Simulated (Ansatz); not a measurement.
Starting cell, MgO (rock salt):

```xyz
4
Lattice="0.0000 4.2537 4.2537 2.1269 0.0000 2.1269 2.1269 2.1269 0.0000" Properties=species:S:1:pos:R:3 pbc="T T T"
O      0.0000     0.0000     0.0000
O      2.1269     4.2537     2.1269
Mg     2.1269     2.1269     2.1269
Mg     2.1269     4.2537     4.2537
```

A phonon eigenvector at L = (0.5, 0.0, 0.0) is frozen into this cell: atom i moves by Q times the vector below, so Q is the largest atomic displacement, in Å. The cell is held. (q is in reciprocal vectors of the primitive cell; the cell shown is doubled to hold the pattern.)

```
atom       x       y       z
----  ------  ------  ------
Mg3   -0.577   0.577   0.577
Mg4    0.577  -0.577  -0.577
```

Atoms not listed stay in place.

The numbers are results of PBE (plane waves to 420 eV, PAW, scalar-relativistic; Ansatz, a quantum-chemistry and plane-wave program), not measurements. k mesh 13×13×13 (Γ-centred), Fermi-Dirac smearing 0.05 eV. The energy includes the smearing's −TS. MgO was relaxed with its symmetry unable to fall. ΔE is measured from the undisplaced structure.

| Q (Å) | ΔE (eV/cell) |
|---|---|
| -0.100 | 0.2482 |
| -0.067 | 0.1104 |
| -0.033 | 0.0276 |
| 0.000 | 0.0000 |
| 0.033 | 0.0276 |
| 0.067 | 0.1104 |
| 0.100 | 0.2482 |

Task: Which DFPT wavenumber at L = (0.5, 0.0, 0.0) belongs to this mode?
(A) 527 cm⁻¹
(B) 258 cm⁻¹
(C) 338 cm⁻¹

Result: A, 527 cm⁻¹. The curvature of the scan gives 527 cm⁻¹

(For displaced atoms, the force is minus the slope of the energy, and its curvature is a force constant, which sets phonon frequencies.)
